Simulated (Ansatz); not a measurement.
GaAs:
```
GaAs
1.0
    7.08628     0.00000     0.00000
    0.00000     7.08628     0.00000
    0.00000     0.00000     7.08628
Ga As
6 6
Direct
  0.25000   0.00000   0.50000
  0.50000   0.25000   0.00000
  0.50000   0.75000   0.00000
  0.75000   0.00000   0.50000
  0.00000   0.50000   0.75000
  0.00000   0.50000   0.25000
  0.25000   0.50000   0.00000
  0.00000   0.25000   0.50000
  0.00000   0.75000   0.50000
  0.75000   0.50000   0.00000
  0.50000   0.00000   0.75000
  0.50000   0.00000   0.25000
```

Relaxed with PBE. Special points in fractions of this cell's reciprocal vectors: Γ (0.000, 0.000, 0.000); X (0.000, 0.500, 0.000); M (0.500, 0.500, 0.000); R (0.500, 0.500, 0.500).

Q: List the band energies nearest the Fermi level at these points for PBE (plane waves, PAW; program Ansatz).

A: In eV from the Fermi level; about four levels below and three above (degenerate sets whole), none deeper than 8.9 eV; points with the same levels are listed once.

```json
[
 {"k": "Γ", "below": "-0.03 -0.03 -0.03 -0.02", "above": "0.85 0.85 0.85"},
 {"k": "X", "below": "-0.90 -0.90 -0.36 -0.36", "above": "0.78 0.78 2.08 2.08"},
 {"k": "M", "below": "-1.17 -1.17 -0.89 -0.40", "above": "1.63 1.63 2.13"},
 {"k": "R", "below": "-1.57 -1.57 -1.57 -1.57", "above": "2.81 2.81 2.81 2.81 2.81 2.81"}
]
```

Space group Pm-3n. The start of the workflow was typed in or built on a structure type; neither database checked (COD, Materials Project) lists it. It is not the phase usual at ambient conditions (space group No. 216). The cell was relaxed with PBE under the symmetry of its start; its stability against distortions is not shown here. The volume moved by 27 % from the start of the relaxation. The Fermi level of a semimetal is unsure by some 0.05 eV on such meshes. Spin–orbit coupling is left out wherever it is not named.

Potentials: the later of the program's two PAW sets.
